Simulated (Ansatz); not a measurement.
AlV4C3:
```cif
data_C6Al2V8
_chemical_formula_sum 'Al2 V8 C6'
_space_group_name_H-M_alt 'P63/mmc'
_space_group_IT_number 194
_space_group_name_Hall '-P 6c 2c'
_cell_length_a 2.90671
_cell_length_b 2.90671
_cell_length_c 22.70807
_cell_angle_alpha 90.000
_cell_angle_beta 90.000
_cell_angle_gamma 120.000
loop_
_atom_site_label
_atom_site_type_symbol
_atom_site_symmetry_multiplicity
_atom_site_Wyckoff_symbol
_atom_site_fract_x
_atom_site_fract_y
_atom_site_fract_z
_atom_site_occupancy
Al1 Al 2 c 0.33333 0.66667 0.25000 1
V1 V 4 e 0.00000 0.00000 0.15448 1
V2 V 4 f 0.33333 0.66667 0.05430 1
C1 C 4 f 0.66667 0.33333 0.10781 1
C2 C 2 a 0.00000 0.00000 0.00000 1
```

Relaxed at zero pressure with DFT-r²SCAN in the program Ansatz with PAW potentials.

Question: The volume is raised by 6 % and shape and atoms relax at that volume. What pressure results, and how do the axes share the change?

Answer: -11.8 GPa; a 1.8 %, b 1.8 %, c 2.3 %; the energy rises by 24 meV/atom.

Question: Give the new structure.

Answer: 
Space group P6₃/mmc (No. 194); a = 2.959 Å, b = 2.959 Å, c = 23.227 Å, α = 90.00°, β = 90.00°, γ = 120.00°

```
atom  site  symmetry       x       y       z
----  ----  --------  ------  ------  ------
Al      2c      -6m2  0.3333  0.6667  0.2500
V       4e       3m.  0.0000  0.0000  0.1523
V       4f       3m.  0.3333  0.6667  0.0537
C       4f       3m.  0.6667  0.3333  0.1068
C       2a      -3m.  0.0000  0.0000  0.0000
```

The phase is kept; no other phase was compared at this pressure.

Space group P6_3/mmc. The start of the workflow was typed in or built on a structure type; the Crystallography Open Database copy checked does not list it. Its standing as an ambient phase is unchecked. Symmetry was held in the r²SCAN relaxation; its stability against distortions is not shown here. The workflow began spin-polarised and lost its moments.

Potentials: the later of the program's two PAW sets.
